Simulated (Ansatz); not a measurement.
Sn:
```yaml
crystal:
  lattice:
    - [3.27321, 0.00000, 0.00000]
    - [-1.63660, 2.83468, 0.00000]
    - [0.00000, 0.00000, 3.05574]
  atoms:
    - { symbol: Sn, position: [0.00000, 0.00000, 0.00000] }
```

Relaxed with PBE. Special points in fractions of this cell's reciprocal vectors: Γ (0.000, 0.000, 0.000); M (0.500, 0.000, 0.000); K (0.333, 0.333, 0.000); A (0.000, 0.000, 0.500); L (0.500, 0.000, 0.500); H (0.333, 0.333, 0.500).

**Question.** List the band energies nearest the Fermi level at these points for plane-wave PAW PBE with spin–orbit coupling (Ansatz code).

**Answer.** In eV from the Fermi level; about four levels below and three above (degenerate sets whole), none deeper than 8.9 eV; … stands for higher levels left out; points with the same levels are listed once.

```tsv
k	below	above
Γ	–	5.23 5.23 6.52 6.52
M	-6.92 -6.92 -4.44 -4.44	3.20 3.20 6.82 6.82
K	-2.80 -2.80 -2.53 -2.53	9.47 9.47 13.63 13.63
A	-7.76 -7.76 -4.64 -4.64	8.96 8.96 9.87 9.87
L	-2.08 -2.08 -1.48 -1.48	3.13 3.13 5.71 5.71
H	-0.24 -0.24 -0.01 -0.01	4.48 4.48 …
```

Space group P6/mmm (simple hexagonal). The start of the workflow was typed in or built on a structure type; neither database checked (COD, Materials Project) lists it. It is not the phase usual at ambient conditions (space group No. 141). Symmetry was held in the PBE relaxation; whether a distortion lowers the energy is not shown.

Potentials: the earlier of the program's two PAW sets.
